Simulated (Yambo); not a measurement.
# Optical response of Au

```
Au
1.0
    1.41131    -2.55593     0.00000
    1.41131     2.55593     0.00000
    0.00000     0.00000     4.89317
Au
2
Direct
  0.66533   0.33467   0.75000
  0.33467   0.66533   0.25000
```

Yambo, RPA with local fields on LDA bands; 16×16×8 mesh, 60 bands, 4 Ry local-field block, 0.25 eV broadening; field along y.

```csv
E (eV),Im ε,"Im ε, independent particles"
0.6,1.37,1.37
1.0,4.80,4.77
1.4,4.96,4.93
1.8,7.12,7.16
2.1,7.19,7.33
2.5,7.18,7.37
2.9,6.38,6.51
3.2,5.95,6.07
3.6,5.90,6.03
4.0,5.49,5.57
4.4,5.05,5.09
4.8,5.21,5.25
5.1,4.68,4.68
5.5,4.30,4.29
5.9,4.32,4.32
6.2,4.99,4.99
6.6,5.45,5.50
7.0,5.32,5.44
7.4,5.04,5.13
7.8,4.63,4.71
8.1,4.19,4.30
8.5,3.57,3.71
8.9,3.46,3.64
9.2,3.22,3.41
9.6,2.89,3.07
10.0,2.70,2.90
10.4,2.65,2.85
10.8,2.41,2.60
11.1,2.14,2.32
11.5,1.93,2.12
11.9,1.76,1.97
12.2,1.79,2.07
12.6,1.86,2.16
13.0,1.77,2.10
13.4,1.75,2.08
13.8,1.71,2.05
14.1,1.68,2.04
14.5,1.70,2.10
14.9,1.70,2.14
15.2,1.71,2.19
15.6,1.66,2.13
16.0,1.60,2.11
16.4,1.77,2.34
16.8,1.76,2.32
17.1,1.77,2.33
17.5,1.68,2.18
17.9,1.66,2.22
18.2,1.76,2.36
18.6,1.86,2.47
19.0,1.94,2.56
19.4,1.99,2.64
19.8,2.07,2.65
```

Only interband transitions are included: the Drude term is missing, so nothing below about 0.6 eV and no real part is shown. Structure narrower than a few tenths of an eV can come from the finite k mesh.

Spin-orbit coupling is left out; for elements this heavy it splits bands near the Fermi level.

Geometry of the Materials Project entry, not relaxed at this level.

This is not the ordinary phase of the substance; no match was found in the copy of COD used, and its stability was not checked.
